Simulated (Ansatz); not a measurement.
GaAs:
```yaml
crystal:
  lattice:
    - [2.67589, 0.00000, 0.00000]
    - [0.00000, 2.67589, 0.00000]
    - [0.00000, 0.00000, 5.46671]
  atoms:
    - { symbol: Ga, position: [0.00000, 0.00000, 0.50000] }
    - { symbol: As, position: [0.00000, 0.00000, 0.00000] }
```

Relaxed with r²SCAN. Special points in fractions of this cell's reciprocal vectors: Γ (0.000, 0.000, 0.000); X (0.000, 0.500, 0.000); M (0.500, 0.500, 0.000); Z (0.000, 0.000, 0.500); R (0.000, 0.500, 0.500); A (0.500, 0.500, 0.500).

Task: List the band energies nearest the Fermi level at these points for the program Ansatz at the r²SCAN level (PAW).

Result: In eV from the Fermi level; about four levels below and three above (degenerate sets whole), none deeper than 8.9 eV; points with the same levels are listed once.

```
k                    below           above
-  -----------------------  --------------
Γ              -8.58 -6.10  5.46 5.46 6.50
X  -6.68 -3.68 -2.96 -2.29  3.63 8.03 9.86
M  -7.20 -3.82 -3.82 -0.03  1.28 1.28 1.94
Z                    -1.51  0.12 5.61 5.61
R        -6.35 -5.78 -3.33  2.00 3.92 7.52
A  -7.17 -3.59 -3.59 -1.47  0.41 0.41 4.01
```

Space group P4/mmm. The first step of the workflow began from a Materials Project structure, measured or hypothetical; the Crystallography Open Database copy checked does not list it. It is not the phase usual at ambient conditions (space group No. 216). The cell was relaxed with r²SCAN under the symmetry of its start; of distortions, only those at the zone centre were tested. Spin–orbit coupling is left out wherever it is not named.

Potentials: the later of the program's two PAW sets.
